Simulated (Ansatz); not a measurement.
A geometry of Al away from equilibrium: the start of the relaxation of a randomly generated symmetric cell of Al (space group No. 53). The numbers are results of r2SCAN (plane waves to 500 eV, PAW, scalar-relativistic; Ansatz, a first-principles code), not measurements. Γ-centred k-mesh 10×14×9 on the run's cell, Fermi–Dirac smearing 0.05 eV.

```xyz
4
Lattice="4.7205 0.0000 0.0000 0.0000 3.2874 0.0000 0.0000 0.0000 5.1172" Properties=species:S:1:pos:R:3 pbc="T T T"
Al     2.3602     0.1264     4.2048
Al     2.3602     3.1610     0.9124
Al     0.0000     0.1264     3.4709
Al     0.0000     3.1610     1.6462
```

**Question.** Give the Cartesian forces on all atoms (eV/Å).

**Answer.** 
| atom | Fx | Fy | Fz |
|---|---|---|---|
| Al1 | 0.00 | 1.96 | -12.85 |
| Al2 | 0.00 | -1.96 | 12.85 |
| Al3 | 0.00 | 1.96 | 12.85 |
| Al4 | 0.00 | -1.96 | -12.85 |

**Question.** What is the pressure?

**Answer.** +34.8 GPa, compression positive.

**Question.** How far above the relaxed end point is this geometry?

**Answer.** 2.18 eV/atom; the path ends in Cmmm (No. 65) at a tolerance of 0.01 Å, P6/mmm (No. 191) at 0.1 Å.

No spin polarisation in the result.

The run could not lose the symmetry of its start: the end is stationary, and may be a saddle point rather than a minimum.

The end of the path is a generated cell of Al: the first start was made by a random draw of sites in a space group, and the end was not matched to a known phase here, so it may be hypothetical. Known forms of Al include space group No. 225.
